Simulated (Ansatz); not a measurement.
SbP: modes against the lattice constant

Level of theory: Ansatz 0.2.0, DFT PBE, scalar-relativistic, plane waves, PAW. Settings: 420 eV plane-wave cutoff, Γ-centred 12×12×12 mesh, Fermi-Dirac smearing of 0.15 eV. No spin polarisation. Phonons by linear response, acoustic sum rule imposed.

The cell is fixed (symmetry leaves no force on the atoms) and stands under 11.7 GPa:
```xyz
2
Lattice="0.0000 2.9536 2.9536 2.9536 0.0000 2.9536 2.9536 2.9536 0.0000" Properties=species:S:1:pos:R:3 pbc="T T T"
Sb    0.0000    0.0000    0.0000
P     1.4768    1.4768    1.4768
```

The cell is the ideal cubic zincblende prototype; whether it is the stable structure of this composition wasn't checked. In a metal, frequencies and elastic constants depend on the k mesh and the smearing, soft modes and shear constants most.

Question: How do the optical zone-centre modes (counted from the lowest optical one, degenerate ones once; i marks imaginary ones) of this metal change over a = 5.907, 6.357 and 6.508 Å?

Answer:
```csv
a (Å),5.907,6.357,6.508
pressure (GPa),11.7,-0.9,-3.3
mode 1 (cm⁻¹),270,200,181
```

Cost: 3 runs of about 1.3 core-minutes in all, on Intel Xeon 6975P-C (Granite Rapids) (shared hosts).